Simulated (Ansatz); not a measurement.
**BePd: moving Be off its site**

BePd, Pm-3m, a = 2.813 Å (as given, not relaxed at this level: -0.1 GPa). The structure is a COD entry; whether it is the stable form wasn't checked. Ansatz: r2SCAN, PAW, 500 eV, Γ-centred 16×16×16 mesh on 2 atoms, Gaussian smearing 0.15 eV; no spin polarisation.

```
CELL_PARAMETERS angstrom
2.81300 0.00000 0.00000
0.00000 2.81300 0.00000
0.00000 0.00000 2.81300
ATOMIC_POSITIONS crystal
Be 0.00000 0.00000 0.00000
Pd 0.50000 0.50000 0.50000
```

Atom 1 (Be) moves by x along the unit vector (-1.000, 0.000, 0.000), with its periodic images; all else is held. y is the free energy of the cell over the start, F the force along the path summed over the moved atoms. Symmetry makes y even in x.

```tsv
x (Å)	y (meV)	F (eV/Å)
-0.3000	?	?
-0.1500	47.6	0.63
0.0000	0.0	0.00
0.0750	11.9	-0.32
0.2250	107.1	-0.95
0.2625	145.7	-1.11
```

Fit y = c2 x² + c4 x⁴ to the energies of the other rows, give the force constant, and predict energy and force of the missing row.

Least squares on the rows shown. y = 2116.9 x² − 33.867 x⁴. The force constant is 2 c2 = 4.23 eV/Å² (for all images moving together, not for a lone atom). With two atoms in a cubic cell this is the optical mode at Γ (in a metal it hangs on mesh and smearing): ω = 521.5 √(2 c2/μ) = 372 cm⁻¹ for μ = 8.31 u. The force −dy/dx at the missing row is 1.27 eV/Å (computed 1.27). At x = -0.3000 the fit asked for gives 190.2 meV. The run gave 190.3 meV, so the fit is 0.1 meV too low, a small miss on the scale of the series.